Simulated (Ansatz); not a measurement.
# Hf: axial (c/a) deformation path

Method: DFT PBEsol, scalar-relativistic, plane waves, PAW in Ansatz. Settings: plane waves to 420 eV, k-mesh 18×18×10 (Γ-centred), Gaussian smearing 0.15 eV. Spin–orbit coupling is left out, which can shift energies with elements as heavy as these. No spin polarisation. Energies are free energies at this smearing, counted from the undisturbed cell; pressure is positive in compression.

The undisturbed cell (as given, not relaxed at this level; it stands at -3.8 GPa):

```
CELL_PARAMETERS angstrom
3.19670 0.00000 0.00000
-1.59835 2.76842 0.00000
0.00000 0.00000 5.05780
ATOMIC_POSITIONS crystal
Hf 0.33333 0.66667 0.25000
Hf 0.66667 0.33333 0.75000
```

At fixed volume and fractional coordinates, lengths along (0.000, 0.000, 1.000) are scaled against those across it; ρ is that ratio over its starting value. The cell is metallic on the mesh throughout.

```
    ρ  ΔE (meV/atom)
0.800          236.5
0.850          135.6
0.920           37.6
0.960            8.9
1.000            0.0
1.050           13.5
1.100           48.4
1.200          153.7
1.300          273.4
```

(1) Predict the pressure (GPa) at each point.

Answers

(1)
```
    ρ  pressure (GPa)
0.800            -1.6
0.850            -2.3
0.920            -3.2
0.960            -3.5
1.000            -3.8
1.050            -3.8
1.100            -3.7
1.200            -3.5
1.300            -2.5
```